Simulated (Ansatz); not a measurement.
## KMnSb, first-principles data

KMnSb:
```
CELL_PARAMETERS angstrom
      4.65556     0.00000     0.00000
      0.00000     4.65556     0.00000
      0.00000     0.00000     8.19931
ATOMIC_POSITIONS crystal
  K  0.00000 0.50000 0.65247
  K  0.50000 0.00000 0.34753
  Sb 0.00000 0.50000 0.19080
  Sb 0.50000 0.00000 0.80920
  Mn 0.00000 0.00000 0.00000
  Mn 0.50000 0.50000 0.00000
```
The run is spin-polarised; directions of the spins, atom by atom: 0 0 0 0 ↑ ↓.

Space group P4/nmm (No. 129); conventional cell a = b = 4.6556 Å, c = 8.1993 Å, α = β = γ = 90.00°.

Method: r²SCAN in the plane-wave PAW code Ansatz. Geometry: relaxed at this level of theory. Other levels are named where they apply.

### Cell and energy

| Quantity | Value |
|---|---|
| Volume per atom | 29.62 Å³ |
| Density | 4.03 g/cm³ |
| Formation energy from the elements (no fitted shifts) | -0.56 eV/atom |

### Electronic structure

| Item | Result |
|---|---|
| Band gap | 1.27 eV (smallest direct gap 1.28 eV) |
| Valence-band maximum | at Z |
| Conduction-band minimum | at Γ |
| Electron effective mass | 0.28, 0.28, 0.57 mₑ (principal values) |

### Magnetism

| Quantity | Result |
|---|---|
| Magnetic order | antiferromagnetic |
| Net moment | 0.00 μB per atom |

The workflow started from an entry of the Crystallography Open Database (COD). Whether it is the stable phase at ambient conditions was not checked. The cell was relaxed with r²SCAN under the symmetry of its start, as lowered by the spin order; its stability against distortions is not shown here. Magnetic state: antiferromagnetic, chosen from 2 collinear starts compared on coarse meshes (ties went to the first, and starts can fall back to one state), not a proven ground state. Other orbital occupations within this spin state were not tried. Point labels and valley counts follow the cell and symmetry of the run, lower than the named group. The references are the lowest solids computed at this level, not always the standard phases. The manganese reference at this level is a Cmcm phase, not α-Mn. Spin–orbit coupling is left out wherever it is not named.

Potentials: the later of the program's two PAW sets.
